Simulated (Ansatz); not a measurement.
The start is a generated cell, NbRu built in the AFLOW prototype AB_oP2_25_b_a (as in CdTe). The cell and all atomic positions are relaxed at zero pressure with PBE (plane waves to 420 eV, PAW, scalar-relativistic; Ansatz, a first-principles code). First-step values are on the input's coarse k-mesh.

Ansatz input (later rounds restart from its end on a renewed k-mesh):
Ansatz 0.2 input:
```yaml
crystal:
  lattice:
    - [2.5167381, 0, 0]
    - [0, 4.7089206, 0]
    - [0, 0, 2.7104504]
  atoms:
    - { symbol: Ru, position: [0, 0.5, 0.25] }
    - { symbol: Nb, position: [0, 0, 0] }
basis: { ecutwfc: 420, ecutrho_ratio: 4, xc_grid: 2, fft_grid_basis: typed }
kpoints: { mp_grid: { grid: [13, 7, 12] } }
hamiltonian:
  xc: pbe
  dispersion: none
  pseudopotentials: { kind: paw }
scf: { occupations: { method: fermi_dirac, width: 0.05 } }
relax: { f_tol: 0.01, max_steps: 100, cell: { stress_tol: 0.02 } }
output: { forces: true, stress: true }
```

**Question.** How large is the pressure on the unrelaxed cell, and of which sign?

**Answer.** +19.0 GPa (positive: the cell is compressed).

**Question.** What symmetry does the relaxed structure have?

**Answer.** The space group goes from Pmm2 (No. 25) to Pmmm (No. 47), with 2 atoms in the primitive cell.

**Question.** By how much does the energy per atom fall from start to end?

**Answer.** 0.33 eV/atom.

**Question.** How does the volume per atom move from start to end?

**Answer.** +8.4 %, from 16.06 to 17.42 Å³/atom.

**Question.** How do the shortest distances between atoms change?

**Answer.** The closest pairs of elements (up to four, under 3.6 Å), start → end: Nb–Ru 2.45 → 2.57 Å; Ru–Ru 2.52 → 2.77 Å; Nb–Nb 2.52 → 2.77 Å.

**Question.** Is the relaxed structure metallic? Give its gap.

**Answer.** Zero (metallic).

**Question.** Write out the relaxed structure.

**Answer.** 
Space group Pmmm (No. 47); a = 2.767 Å, b = 3.049 Å, c = 4.130 Å, α = 90.00°, β = 90.00°, γ = 90.00°

```tsv
atom	site	symmetry	x	y	z
Ru	1g	mmm	0.0000	0.5000	0.5000
Nb	1a	mmm	0.0000	0.0000	0.0000
```

Final values are on a 17×15×11 k-mesh of the relaxed cell. No spin polarisation in the result.

The run could not lose the symmetry of its start: the end is stationary, and may be a saddle point rather than a minimum.

The relaxed structure here is a generated cell of NbRu: the first start was made by placing the elements on the sites of a structure type, and the end was not matched to a known phase here, so it may be hypothetical.
